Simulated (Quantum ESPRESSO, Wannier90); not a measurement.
## SiC (wurtzite): Wannier90 run

Cell from Materials Project (mp-7140), symmetrised, no further relaxation. COD (Crystallography Open Database) has the formula in 5 space groups, this one among them (matched by group alone). Method: PBEsol plane waves in Quantum ESPRESSO 7.5 (PseudoDojo norm-conserving files, 66 Ry, no spin polarisation, no spin-orbit coupling), Bloch states on a 12×12×6 mesh through Γ, Wannier90 4.0.1. Density: 12×12×6 mesh, cold smearing 0.01 Ry.

```
begin unit_cell_cart
ang
    3.0735101131    0.0000000000    0.0000000000
   -1.5367550566    2.6617378367    0.0000000000
    0.0000000000    0.0000000000    5.0452500000
end unit_cell_cart
mp_grid = 12 12 6
```

**Question.** Which shells of neighbouring k-points and which b-vectors and weights does Wannier90 pick for this cell and mesh?

**Answer.** 
```
 *---------------------------------- K-MESH ----------------------------------*
 +----------------------------------------------------------------------------+
 |                    Distance to Nearest-Neighbour Shells                    |
 |                    ------------------------------------                    |
 |          Shell             Distance (Ang^-1)          Multiplicity         |
 |          -----             -----------------          ------------         |
 |             1                   0.196713                      6            |
 |             2                   0.207561                      2            |
 |             3                   0.285968                     12            |
 |             4                   0.340717                      6            |
 |             5                   0.393426                      6            |
 |             6                   0.398961                     12            |
 |             7                   0.415122                      2            |
 |             8                   0.444821                     12            |
       ... (lines left out)
 +----------------------------------------------------------------------------+
 | The b-vectors are chosen automatically                                     |
 | The following shells are used:                       1,  2                 |
 +----------------------------------------------------------------------------+
 |                        Shell   # Nearest-Neighbours                        |
 |                        -----   --------------------                        |
 |                          1               6                                 |
 |                          2               2                                 |
 +----------------------------------------------------------------------------+
 | Completeness relation is fully satisfied [Eq. (B1), PRB 56, 12847 (1997)]  |
 +----------------------------------------------------------------------------+
 |                  b_k Vectors (Ang^-1) and Weights (Ang^2)                  |
 |                  ----------------------------------------                  |
 |            No.         b_k(x)      b_k(y)      b_k(z)        w_b           |
 |            ---        --------------------------------     --------        |
 |             1         0.000000    0.196713    0.000000     8.614143        |
 |             2         0.170359    0.098357    0.000000     8.614143        |
 |             3         0.000000   -0.196713    0.000000     8.614143        |
 |             4         0.170359   -0.098357    0.000000     8.614143        |
 |             5        -0.170359   -0.098357    0.000000     8.614143        |
 |             6        -0.170359    0.098357    0.000000     8.614143        |
 |             7         0.000000    0.000000    0.207561    11.605882        |
 |             8         0.000000    0.000000   -0.207561    11.605882        |
```
